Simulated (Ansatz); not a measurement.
# Does relaxation matter for the field gradients of WS2 with Ta replacing W?

Start: a supercell of WS2 (space group P6_3/mmc) built from a COD entry (the entry's cell lengths or inner coordinates differ somewhat from later room-temperature determinations), with all atoms left at the host's positions.

```
Ta W S
1.0
     6.36000    0.00000    0.00000
    -4.77000    8.26188    0.00000
     0.00000    0.00000   12.50000
Ta W S
1 11 24
Direct
  0.16667 0.22222 0.25000
  0.16667 0.55556 0.25000
  0.16667 0.88889 0.25000
  0.66667 0.22222 0.25000
  0.66667 0.55556 0.25000
  0.66667 0.88889 0.25000
  0.33333 0.11111 0.75000
  0.33333 0.44444 0.75000
  0.33333 0.77778 0.75000
  0.83333 0.11111 0.75000
  0.83333 0.44444 0.75000
  0.83333 0.77778 0.75000
  0.16667 0.22222 0.62500
  0.16667 0.55556 0.62500
  0.16667 0.88889 0.62500
  0.66667 0.22222 0.62500
  0.66667 0.55556 0.62500
  0.66667 0.88889 0.62500
  0.33333 0.11111 0.12500
  0.33333 0.44444 0.12500
  0.33333 0.77778 0.12500
  0.83333 0.11111 0.12500
  0.83333 0.44444 0.12500
  0.83333 0.77778 0.12500
  0.16667 0.22222 0.87500
  0.16667 0.55556 0.87500
  0.16667 0.88889 0.87500
  0.66667 0.22222 0.87500
  0.66667 0.55556 0.87500
  0.66667 0.88889 0.87500
  0.33333 0.11111 0.37500
  0.33333 0.44444 0.37500
  0.33333 0.77778 0.37500
  0.83333 0.11111 0.37500
  0.83333 0.44444 0.37500
  0.83333 0.77778 0.37500
```

Atoms are numbered from 1 in the order listed; like atoms form one site, named after its first atom.

Computed with Ansatz: DFT, PBE, plane waves and PAW, scalar-relativistic, 420 eV cutoff, Γ-centred 4×3×2 k-points, Fermi–Dirac smearing 0.01 eV, cell charge +1.

The largest force at the start is 0.55 eV/Å. Relaxing the ions at fixed cell moves them by 0.038 Å at most (atom 32, S) and 0.015 Å rms.

```
site  atom  moved (Å)             first shell before                   first shell after  V_zz before (10²¹ V/m²)  η before
  Ta     1      0.002                  6 S at 2.41 Å                  6 S at 2.44–2.45 Å                   -18.16      0.03
  W3     3      0.012                  6 S at 2.41 Å                       6 S at 2.41 Å                   -15.71      0.26
  W4     4      0.010                  6 S at 2.41 Å                       6 S at 2.41 Å                   -14.65      0.58
  W6     6      0.017                  6 S at 2.41 Å                       6 S at 2.41 Å                   -15.65      0.25
 W11    11      0.000                  6 S at 2.41 Å                       6 S at 2.41 Å                   -16.20      0.00
 S19    19      0.032  2 W at 2.41 Å, 1 Ta at 2.41 Å       2 W at 2.41 Å, 1 Ta at 2.44 Å                    -4.90      0.61
 S20    20      0.038  1 Ta at 2.41 Å, 2 W at 2.41 Å  2 W at 2.41–2.42 Å, 1 Ta at 2.45 Å                    -5.03      0.61
 S22    22      0.032  2 W at 2.41 Å, 1 Ta at 2.41 Å       2 W at 2.41 Å, 1 Ta at 2.44 Å                    -4.87      0.64
 S23    23      0.006                  3 W at 2.41 Å                       3 W at 2.41 Å                    -4.17      0.05
 S24    24      0.010                  3 W at 2.41 Å                       3 W at 2.41 Å                    -4.19      0.01
```

(1) How do the gradients change?

## Answers

(1) 

| site | atom | V_zz after | η after | change of V_zz |
| --- | --- | --- | --- | --- |
| Ta | 1 | -15.48 | 0.06 | +2.68 |
| W3 | 3 | -15.77 | 0.17 | -0.06 |
| W4 | 4 | -15.32 | 0.59 | -0.67 |
| W6 | 6 | -15.53 | 0.19 | +0.12 |
| W11 | 11 | -16.05 | 0.00 | +0.15 |
| S19 | 19 | -4.40 | 0.65 | +0.50 |
| S20 | 20 | -4.63 | 0.66 | +0.40 |
| S22 | 22 | -4.44 | 0.68 | +0.43 |
| S23 | 23 | -4.24 | 0.03 | -0.07 |
| S24 | 24 | -4.20 | 0.08 | -0.01 |

The largest change of V_zz is on Ta, from -18.16 to -15.48. In per cent, |V_zz| changes by -15 on Ta, -1 to +5 on W, -10 to +2 on S (all sites that start above 2). The table leaves out 13 of the 23 sites, with |V_zz| up to 16.40; their tensors move by 0.44 at most along any direction. The statements above cover all sites.

The run isn't spin-polarised, and a state with spin may lie lower. The defect repeats with the cell of 36 atoms, so it feels its images: sites between two images don't show the values beside a lone defect, and zeros or small values of η there can come from the images' arrangement. S and W carry a gradient in the pure host already, so the values there aren't the defect's effect alone. A uniform background compensates the cell's charge. The defect cell has no gap above 0.1 eV on its mesh, so the values can hang on the smearing and the k-mesh. Without spin–orbit coupling the gradients at and beside Ta and W can be off by some per cent, at some sites by more. With these PAW files V_zz is typically within 2 to 3 % of all-electron values, but misses above 10 % occur on Ta.
Before: The neighbours have not yet relaxed around the defect (largest force 0.55 eV/Å), so a real crystal will differ.
After: The relaxation keeps the site symmetry m of the start, so the impurity can move only within its mirror plane; a distortion that would localise the partly filled state isn't explored.
